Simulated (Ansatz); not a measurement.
Input file for Ansatz (a quantum-chemistry and plane-wave program):

Ansatz 0.2 input:
```yaml
crystal:
  lattice:
    - [7.1743593737, 0.0, 0.0]
    - [0.0, 7.1743593737, 0.0]
    - [0.0, 0.0, 4.1630014077]
  atoms:
    - { symbol: In, position: [0.3218097565, 0.6781902435, 0.0] }
    - { symbol: In, position: [0.6781902435, 0.3218097565, 0.0] }
    - { symbol: In, position: [0.8218097565, 0.8218097565, 0.5] }
    - { symbol: In, position: [0.1781902435, 0.1781902435, 0.5] }
    - { symbol: P, position: [0.3192907801, 0.3192907801, 0.0] }
    - { symbol: P, position: [0.6807092199, 0.6807092199, 0.0] }
    - { symbol: P, position: [0.1807092199, 0.8192907801, 0.5] }
    - { symbol: P, position: [0.8192907801, 0.1807092199, 0.5] }
kpoints:
  mp_grid: { grid: [3, 3, 6] }
  band_path:
    path:
      - [[0.0, 0.0, 0.0], [0.0, 0.5, 0.0], [0.5, 0.5, 0.0], [0.0, 0.0, 0.0], [0.0, 0.0, 0.5], [0.0, 0.5, 0.5], [0.5, 0.5, 0.5], [0.0, 0.0, 0.5]]  # Γ-X-M-Γ-Z-R-A-Z
      - [[0.0, 0.5, 0.0], [0.0, 0.5, 0.5]]  # X-R
      - [[0.5, 0.5, 0.0], [0.5, 0.5, 0.5]]  # M-A
      - [VBM, CBM]
    npoints: 8
basis: { xc_grid: 2 }
hamiltonian:
  xc: pbesol
  pseudopotentials: { kind: paw }
magnetization: { noncollinear: true, spin_orbit: true }
scf:
  n_extra_bands: 16
  convergence: { dr2_threshold: 0.0000000001 }
  occupations: { method: gaussian, width: 0.01 }
checkpoint: { write: soc.run }
output: { eigenvalues: true }
```

Output (shortened):

```
Pseudopotential: In, paw_fr, valence charge 13
Pseudopotential: P, paw_fr, valence charge 5
Functional definition: PBEsol
non-collinear run that drives no moment, with spin-orbit …
Crystal: 8 atoms, lattice volume = 214.276 Å³
Basis set: ecut = 420 eV, 4137 PW (Γ), exchange–correlation on 96×96×60 points (8 copies of the dense FFT grid, shifted against one another)
Bands: 88, of which v1, the nominal top of the filled ones, is band 72 counted from 1 (71 counted from 0)
Symmetry: 16 space group operations + 16 with time reversal
k-points: 12 of 54
Projection manifold: j_resolved (fully-relativistic pseudo-atomic orbitals)
SCF iter   1: F=—  HF=-25071.395051 eV  |F-HF|=—  |Δ(HF+E_count)|=         —  Δρ=3.23e-2  dr2=3.30e0  dr2_m=0.00e0 (ungated)  ethr=3.10e-3  |M|=0.00e0 ∫|m|=0.00e0 μB  |m|>n=0.0e0 m-floor=0.0e0 τ_xc=0.0e0  β_m=0.30  ⟨swp⟩=7.1  Hψ=2670  notcnv=0  defer=20
preconditioner: auto → Resta (q_TF=auto, 2.275 Å⁻¹)
spin=Noncollinear: Resta preconditioning applied to the charge; magnetization (m_x, m_y, m_z) channels mix plain (no charge-response kernel on spin).
SCF iter   2: F=—  HF=-25070.789904 eV  |F-HF|=—  |Δ(HF+E_count)|=   6.05e-1  Δρ=2.29e-2  dr2=1.44e0  dr2_m=0.00e0 (ungated)  ethr=3.10e-3  |M|=0.00e0 ∫|m|=0.00e0 μB  |m|>n=0.0e0 m-floor=0.0e0 τ_xc=0.0e0  β_m=0.58  ⟨swp⟩=2.0  Hψ=648  notcnv=0  defer=116
SCF iter   3: F=—  HF=-25070.429695 eV  |F-HF|=—  |Δ(HF+E_count)|=   3.60e-1  Δρ=4.84e-3  dr2=5.47e-2  dr2_m=0.00e0 (ungated)  ethr=2.00e-3  |M|=0.00e0 ∫|m|=0.00e0 μB  |m|>n=0.0e0 m-floor=0.0e0 τ_xc=0.0e0  β_m=0.74  ⟨swp⟩=3.0  Hψ=713  notcnv=0  defer=116
SCF iter   4: F=—  HF=-25070.431640 eV  |F-HF|=—  |Δ(HF+E_count)|=   1.94e-3  Δρ=9.02e-4  dr2=4.00e-3  dr2_m=0.00e0 (ungated)  ethr=7.60e-5  |M|=0.00e0 ∫|m|=0.00e0 μB  |m|>n=0.0e0 m-floor=0.0e0 τ_xc=0.0e0  β_m=0.87  ⟨swp⟩=2.5  Hψ=665  notcnv=0  defer=120
SCF iter   5: F=—  HF=-25070.434407 eV  |F-HF|=—  |Δ(HF+E_count)|=   2.77e-3  Δρ=4.07e-4  dr2=3.90e-4  dr2_m=0.00e0 (ungated)  ethr=5.56e-6  |M|=0.00e0 ∫|m|=0.00e0 μB  |m|>n=0.0e0 m-floor=0.0e0 τ_xc=0.0e0  β_m=0.93  ⟨swp⟩=2.9  Hψ=717  notcnv=0  defer=120
SCF iter   6: F=—  HF=-25070.434983 eV  |F-HF|=—  |Δ(HF+E_count)|=   5.76e-4  Δρ=7.07e-5  dr2=1.10e-5  dr2_m=0.00e0 (ungated)  ethr=5.42e-7  |M|=0.00e0 ∫|m|=0.00e0 μB  |m|>n=0.0e0 m-floor=0.0e0 τ_xc=0.0e0  β_m=0.97  ⟨swp⟩=3.1  Hψ=1101  notcnv=0  defer=120
SCF iter   7: F=—  HF=-25070.434995 eV  |F-HF|=—  |Δ(HF+E_count)|=   1.18e-5  Δρ=1.91e-5  dr2=1.03e-6  dr2_m=0.00e0 (ungated)  ethr=1.53e-8  |M|=0.00e0 ∫|m|=0.00e0 μB  |m|>n=0.0e0 m-floor=0.0e0 τ_xc=0.0e0  β_m=0.98  ⟨swp⟩=2.1  Hψ=901  notcnv=0  defer=120
SCF iter   8: F=—  HF=-25070.435119 eV  |F-HF|=—  |Δ(HF+E_count)|=   1.24e-4  Δρ=5.81e-6  dr2=1.07e-7  dr2_m=0.00e0 (ungated)  ethr=1.43e-9  |M|=0.00e0 ∫|m|=0.00e0 μB  |m|>n=0.0e0 m-floor=0.0e0 τ_xc=0.0e0  β_m=0.99  ⟨swp⟩=2.2  Hψ=947  notcnv=0  defer=120
SCF iter  11: F=-25070.435119 eV  HF=-25070.435119 eV  |F-HF|=8.73e-11  |Δ(HF+E_count)|=   1.24e-9  Δρ=1.29e-7  dr2=5.97e-11  dr2_m=0.00e0 (ungated)  ethr=1.00e-12  |M|=0.00e0 ∫|m|=0.00e0 μB  |m|>n=0.0e0 m-floor=0.0e0 τ_xc=0.0e0  ⟨swp⟩=15.1  Hψ=2200  notcnv=0
SCF 1 converged in 11 iterations: F = -25070.435119 eV  dr2 = 5.97e-11
NSCF: frozen V_eff on 40 k-points
NSCF: frozen V_eff on 40 k-points
NSCF: frozen V_eff on 40 k-points
NSCF: frozen V_eff on 10 k-points
NSCF: frozen V_eff on 5 k-points
NSCF: frozen V_eff on 5 k-points
NSCF: frozen V_eff on 5 k-points
NSCF: frozen V_eff on 5 k-points
NSCF: frozen V_eff on 5 k-points
NSCF: frozen V_eff on 5 k-points
NSCF: frozen V_eff on 84 k-points
SCF converged after 11 iterations
Magnetization: |M| = 0.0000 μB,  M = (+0.0000, +0.0000, +0.0000) μB
Absolute magnetization: 0.0000 μB (∫|m|)
  site 0: m = (+0.0000, +0.0000, +0.0000) μB, |m| = 0.0000 μB  (R = 1.04 Å)
  site 1: m = (+0.0000, +0.0000, +0.0000) μB, |m| = 0.0000 μB  (R = 1.04 Å)
  site 2: m = (+0.0000, +0.0000, +0.0000) μB, |m| = 0.0000 μB  (R = 1.04 Å)
  site 3: m = (+0.0000, +0.0000, +0.0000) μB, |m| = 0.0000 μB  (R = 1.04 Å)
  site 4: m = (+0.0000, +0.0000, +0.0000) μB, |m| = 0.0000 μB  (R = 1.04 Å)
  site 5: m = (+0.0000, +0.0000, +0.0000) μB, |m| = 0.0000 μB  (R = 1.04 Å)
  site 6: m = (+0.0000, +0.0000, +0.0000) μB, |m| = 0.0000 μB  (R = 1.04 Å)
  site 7: m = (+0.0000, +0.0000, +0.0000) μB, |m| = 0.0000 μB  (R = 1.04 Å)
Free energy (F): -25070.435119 eV
Harris-Foulkes:  -25070.435119 eV  (|F-HF|=8.73e-11)
Internal energy: -25070.435119 eV  (E = F + TS)
E sigma→0 (E₀):  -25070.435119 eV
Fermi energy:    6.508845 eV
--- Per-component energies (eV) ---
  E_band       = -264.004908
  E_kinetic    = 1253.201137
  E_local      = -5919.664525  (includes V_loc(G=0)·N_el)
  E_nonlocal   = 1611.420243
  E_hartree    = 2339.019278
  E_xc         = -1095.966239
  E_vxc        = -639.718384  (∫ρ·V_xc dr)
  E_paw        = -18564.355874  (= ΣΔE_a)
  E_vpaw       = -1247.282090  (= ΣTr[D̂ρ^β])
  E_aug_tail   = 0.000114  (compensation charges beyond the density's cutoff)
  E_ewald      = -4695.230085
  E_core_change = 1.140830  (= ΣΔE_core)
  E_smearing   =  0.000000  (= −TS)
  E_closure    =  0.000000  (closes the sum)
  Σ components = -25070.435119   (vs F -25070.435119, Δ=0.00e0)
  [band-id]    e_kinetic+e_local+e_nonlocal+2·e_hartree+e_vxc+e_vpaw+e_augmentation_tail = -264.004947   (vs E_band -264.004908, Δ=-3.86e-5)
--- Band table (eV; the first three rows and the last of 12) ---
  k-point 0: bands = ["-8.4645", "-8.4645", "-8.4525", "-8.4525", "-8.4260", "-8.4260", "-8.4192", "-8.4192", "-8.4161", "-8.4161", "-8.4021", "-8.4021", "-8.3881", "-8.3881", "-8.3629", "-8.3629", "-7.6956", "-7.6956", "-7.6519", "-7.6519", "-7.6222", …
  k-point 1: bands = ["-8.4775", "-8.4775", "-8.4734", "-8.4734", "-8.4218", "-8.4218", "-8.4092", "-8.4092", "-8.4045", "-8.4045", "-8.3906", "-8.3906", "-8.3821", "-8.3821", "-8.3616", "-8.3616", "-7.7401", "-7.7401", "-7.6367", "-7.6367", "-7.6102", …
  k-point 2: bands = ["-8.4956", "-8.4956", "-8.4862", "-8.4862", "-8.4219", "-8.4219", "-8.4085", "-8.4085", "-8.3932", "-8.3932", "-8.3850", "-8.3850", "-8.3612", "-8.3612", "-8.3604", "-8.3604", "-7.7569", "-7.7569", "-7.6815", "-7.6815", "-7.5979", …
  k-point 11: bands = ["-8.4918", "-8.4918", "-8.4668", "-8.4668", "-8.4527", "-8.4527", "-8.4219", "-8.4219", "-8.3864", "-8.3864", "-8.3807", "-8.3807", "-8.3679", "-8.3679", "-8.3543", "-8.3543", "-7.7068", "-7.7068", "-7.6750", "-7.6750", "-7.6357", …
```

Cost: around 15 core-minutes (rough) on shared cores.

Space group P4_2/mnm. The start of the workflow was typed in or built on a structure type; neither database checked (COD, Materials Project) lists it. It is not the phase usual at ambient conditions (space group No. 216). Symmetry was held in the PBEsol relaxation; of distortions, only those at the zone centre were tested. The volume moved by 20 % from the start of the relaxation.

Potentials: the later of the program's two PAW sets.

Ansatz is a plane-wave DFT program.
